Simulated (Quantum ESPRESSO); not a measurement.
Ta4Sc4, a guest atom moved from site to site

Computed values, not a measurement. The program is pw.x of Quantum ESPRESSO 7.5 (plane-wave density functional theory). The cell is made up: eight metal atoms on a body-centred cubic lattice, with elements, volume, strain and displacements drawn at random and not relaxed, so it may be unstable or far from any real phase. PseudoDojo standard norm-conserving files set the functional (PBE unless stated); there is no spin polarisation or spin-orbit coupling, the Fermi-Dirac width of 0.25 eV means electrons at about 2900 K, and the masses in the input are unused placeholders. Heavy elements are run without spin-orbit coupling, which real alloys of them have. A spin test at this wide smearing found no moment, but such smearing suppresses magnetism that the real alloy may have.

The runs move one Ta atom among sites that otherwise hold Sc. Cell, positions, cutoff, mesh and smearing stay as in the input of run 1; sites are counted in its order. Stress in the tables is positive in tension.

Input of run 1:

```
&control calculation='scf', pseudo_dir='./dojo.nc.sr.pbe.v0_5.standard.upf', outdir='./o', disk_io='minimal', tprnfor=.true., tstress=.true. /
&system ibrav=0, nat=8, ntyp=2, nbnd=66, ecutwfc=77.98206166, nosym=.true., tot_charge=0,
 occupations='smearing', smearing='fd', degauss=0.0183746611
/
&electrons conv_thr=1.470e-08, electron_maxstep=70, mixing_beta=0.5 /
ATOMIC_SPECIES
Sc 1.0 Sc.upf
Ta 1.0 Ta.upf
CELL_PARAMETERS angstrom
3.5122 3.5122 0.0
1.7561 -1.7561 5.2682
3.5122 -3.5122 -3.5122
ATOMIC_POSITIONS angstrom
Ta -0.0543 -0.0372 0.0103
Ta 1.6723 -1.7357 -1.7957
Ta 1.7463 -1.7284 1.7265
Sc 3.4993 -3.5705 -0.0455
Sc 3.4653 0.0399 -0.0504
Sc 5.2589 -1.6951 -1.731
Sc 3.5444 0.0566 3.5641
Ta 5.2832 -1.7428 1.7203
K_POINTS automatic
5 4 4 1 1 1
```

| run | elements on sites 1 to 8 | free energy less that of run 1 (eV) | -TS (eV) | pressure (GPa) | stress xx (GPa) | stress yy (GPa) | stress zz (GPa) | stress yz (GPa) | stress xz (GPa) | stress xy (GPa) | iterations |
| --- | --- | --- | --- | --- | --- | --- | --- | --- | --- | --- | --- |
| 1 | Ta Ta Ta Sc Sc Sc Sc Ta | 0.000 | -2.761 | -5.18 | 5.26 | 4.89 | 5.39 | -0.27 | 0.28 | -0.96 | 18 |
| 2 | Ta Sc Ta Ta Sc Sc Sc Ta | 0.027 | -2.771 | -5.14 | 5.14 | 4.76 | 5.52 | -0.42 | -0.04 | -0.94 | 21 |
| 3 | Ta Sc Ta Sc Ta Sc Sc Ta | 0.414 | -2.879 | -4.91 | 4.87 | 4.54 | 5.31 | -1.50 | 1.12 | -0.31 | 18 |
| 4 | Ta Sc Ta Sc Sc Ta Sc Ta | 0.358 | -2.866 | -4.92 | 4.69 | 4.44 | 5.63 | -1.68 | 1.05 | -0.40 | 19 |

Forces Fx Fy Fz (eV/Å):

| site | run 1 | run 2 | run 3 | run 4 |
| --- | --- | --- | --- | --- |
| 1 | 0.56 0.08 0.47 | 0.07 0.57 0.38 | 0.67 -0.17 0.40 | 0.45 -0.07 1.60 |
| 2 | -0.38 0.45 -1.22 | 0.29 0.00 -0.39 | 0.06 0.25 -0.01 | 0.25 0.01 -0.52 |
| 3 | 0.34 -0.38 -0.24 | -0.27 0.19 -0.42 | -0.24 0.23 -1.55 | -0.33 0.31 -0.33 |
| 4 | 0.09 0.46 0.61 | 0.57 -0.20 1.40 | 0.12 0.43 0.76 | 0.30 0.21 0.27 |
| 5 | 0.08 -0.07 0.41 | 0.25 -0.26 0.76 | 0.35 -0.23 1.53 | 0.15 -0.15 0.87 |
| 6 | -0.36 -0.23 -0.59 | -0.15 -0.46 -0.23 | -0.25 -0.41 -0.71 | -0.29 -0.06 -1.48 |
| 7 | -0.10 -0.44 -0.54 | -0.50 -0.02 -0.54 | -0.07 -0.53 -0.35 | -0.59 0.04 -0.64 |
| 8 | -0.23 0.13 1.09 | -0.27 0.18 -0.97 | -0.65 0.44 -0.07 | 0.05 -0.29 0.22 |

The sites are displaced and not relaxed, so the energy differences hold strain from misfit and are not ordering energies. A rerun of one cell of this series at a higher cutoff and on a denser mesh moved values by no more than 0.007 eV in energy, 0.04 GPa in stress and 0.003 eV/Å in force, and a second program with other atomic files agreed on that cell to 2 % rms in force and 0.5 GPa in pressure.